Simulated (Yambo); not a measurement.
# SnSe₂: sweep of GW parameters

G0W0@PBE for SnSe2 (CdI2 type, space group P-3m1, No. 164) in Yambo. Reference settings: 3×3×2 Γ-centred k mesh, bands 23 to 378 and a 15 Ry block in the screening, 378 bands in G with the Bruneval-Gonze terminator, plasmon pole fitted at 27.2 eV. The PBE gap Γ → Γ on this mesh is 0.78 eV; G0W0 gaps are taken between the same points.

```tsv
change from the reference	G0W0 gap Γ → Γ (eV)	shift of the valence edge (eV)	rough Yambo cost
reference settings	1.25	-0.38	1
206 bands in W, 206 bands in G	1.25	-0.31	within a factor of two
206 bands in G	1.25	-0.38	–
9 Ry block	1.24	-0.32	about 1/2
no terminator	1.26	-0.35	–
```

The reference isn't shown to be the converged limit. Costs are rough (shared machines), scaled to the same edge states, and given only for runs that recompute the screening. The mesh misses a band edge: along a dense path the PBE gap is 0.42 eV against 0.78 eV on the mesh.

Spin-orbit splittings are left out.

Geometry relaxed with PBE+D3(BJ); primitive cell a = 3.845 Å, b = 3.845 Å, c = 5.991 Å, α = 90.00°, β = 90.00°, γ = 120.00°.

A shift is the quasiparticle energy of the state minus its PBE energy.

The potentials are those of PseudoDojo's stringent table.
